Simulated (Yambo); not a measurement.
Yambo run on RhI3 (space group C2/m, No. 12). The wavefunctions are norm-conserving PBEsol (Quantum ESPRESSO, 88 Ry, without SOC) ones on a 2×2×2 mesh (38 occupied bands); a = 6.7722 Å, b = 6.7722 Å, c = 6.6982 Å, α = 98.85°, β = 98.85°, γ = 120.02°.

Yambo input:

```
rim_cut
gw0
dyson
el_el_corr
HF_and_locXC
ppa
em1d
RandQpts= 1000000
RandGvec= 1 Ry
EXXRLvcs= 88 Ry
VXCRLvcs= 352 Ry
Chimod= "HARTREE"
% BndsRnXp
 9 | 289 |
%
NGsBlkXp= 6 Ry
% LongDrXp
 1.0 | 1.0 | 1.0 |
%
PPAPntXp= 27.2114 eV
% GbndRnge
 1 | 113 |
%
GTermKind= "BG"
DysSolver= "n"
ExtendOut
% QPkrange
 1 | 1 | 39 | 39 |
 5 | 5 | 38 | 39 |
%
```

k points by index: 1 = Γ, 5 = (-0.5, -0.5, 0).

The o-*.qp file then holds:

```
#    K-point    Band    Eo [eV]    E [eV]    E-Eo [eV]    Vxc [eV]    Vnlxc [eV]    Sc|Eo [eV]    Sc|E [eV]    dSc/dw|Eo [eV]    Re(Z)    Im(Z)
#
    1    39    0.835828    1.428383    0.592555    -16.09067    -12.61861    -2.713937    -2.879504    -7.601801    0.781637    -0.001694
    5    38    0.000000    -0.094072    -0.094072    -16.42043    -19.83491    3.293335    3.320404    -7.817684    0.776819    -0.001688
    5    39    0.874244    1.442668    0.568424    -15.60576    -12.27751    -2.603444    -2.759826    -7.484920    0.784270    -0.001685
```
(The two width columns are left out.) Convergence of these settings isn't established.

Geometry relaxed with PBE+D3(BJ).

The structure is a Materials Project entry; no match was found in the copy of COD used, and its stability was not checked.
